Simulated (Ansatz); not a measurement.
## Two states of Ba₂YRuO₆

```
O Ba Y Ru
1.0
     0.07831    4.22261    4.25122
     4.29400    0.08314    4.24639
     4.23285    4.15663    0.14429
O Ba Y Ru
6 2 1 1
Direct
  0.75992 0.28907 0.25905
  0.27296 0.72897 0.29769
  0.31759 0.71995 0.71803
  0.72911 0.28428 0.76050
  0.29441 0.27369 0.72507
  0.75504 0.70037 0.26081
  0.23391 0.21479 0.24825
  0.77436 0.72383 0.76297
  0.01623 0.98495 0.00517
  0.50718 0.50056 0.52958
```

Level: LDA, with on-site exact exchange 0.28 on Ru d (all-electron-ortho-atomic projectors); 420 eV; 4×4×4 (shifted by 0.5, 0.5, 0.5 steps) mesh; fermi-dirac occupations (width 0.1 eV); Ansatz 0.2.0, fixed geometry.

State A: Ru10 up (collinear spin). State B: no moments (no spin polarisation).

Which state is lower, and how do they differ?

State A is lower by 76.6 meV an atom at zero smearing; in free energy at this smearing B lies +67.7 meV an atom from A.

```csv
state,free energy (meV/atom),largest moment in a small sphere (μB),net moment (μB/cell),gap on mesh (eV),pressure (GPa),largest force (eV/Å)
A,0.0,1.27,2.99,0.66,0.2,6.98
B,67.7,0.00,0.00,metal,-1.0,5.62
```

Origin: a strained cell with displaced atoms, so it need not be a known compound. Caveats: an odd or shifted mesh can miss the band edges, so this level's true gap may be smaller; atoms or cell far from equilibrium; odd electron count without spin polarisation, so a magnetic state may lie lower; the k mesh is coarse if the cell is a metal.
